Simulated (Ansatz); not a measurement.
CaF2 (fluorite)

```yaml
crystal:
  lattice:
    - [0.00000, 2.75548, 2.75548]
    - [2.75548, 0.00000, 2.75548]
    - [2.75548, 2.75548, 0.00000]
  atoms:
    - { symbol: Ca, position: [0.00000, 0.00000, 0.00000] }
    - { symbol: F, position: [0.25000, 0.25000, 0.25000] }
    - { symbol: F, position: [0.75000, 0.75000, 0.75000] }
```

The slice is a {100} plane (indices of the conventional cell) through the point (0.000, 0.000, 0.000) (fractional), spanned by u = [100] and v = [0 1 -1] in vectors of this cell: u (3.90 Å) and v (3.90 Å, at 90° to u). It covers one period; positions are fractions (u, v).

Computed with PBE (plane waves to 420 eV, PAW, scalar-relativistic; Ansatz, a first-principles code). k mesh 10×10×10. Near the nuclei the fields are pseudised (PAW); where an atom keeps semicore shells as valence, they peak there. CaF2 was relaxed with its symmetry unable to fall.

Task: Sketch the valence electron density on this plane as a map.

Result: 
```
|9999887544333333333445788999|
|9999876543333333333345678999|
|9998876543333333333345678899|
|8888765433333333333334567888|
|8877654432222222222234456778|
|7766544322222222222223445667|
|5555443222112222211222344555|
|4444332211111111111112233444|
|4433322211111111111112223334|
|3333322111100000001111223333|
|3333322111000000000111223333|
|3333322211000000000112223333|
|3333322211000000000112223333|
|3333322211000000000112223333|
|3333322211000000000112223333|
|3333322211000000000112223333|
|3333322111000000000111223333|
|3333322111100000001111223333|
|4433322211111111111112223334|
|4444332211111111111112233444|
|5555443222112222211222344555|
|7766544322222222222223445667|
|8877654432222222222234456778|
|8888765433333333333334567888|
|9998876543333333333345678899|
|9999876543333333333345678999|
|9999887544333333333445788999|
|9999887544333333333445788999|
```
Scale: ten equal steps from -2.24 (start of '0') to 0.84 (end of '9'), in the order '0123456789'. Values: log₁₀ of the valence density in e/Å³. The map has 28 points along u (one character each, u = 0 at the left) and 28 along v (v = 0 in the bottom row). The scale is logarithmic, as a density can span decades between atoms and voids.
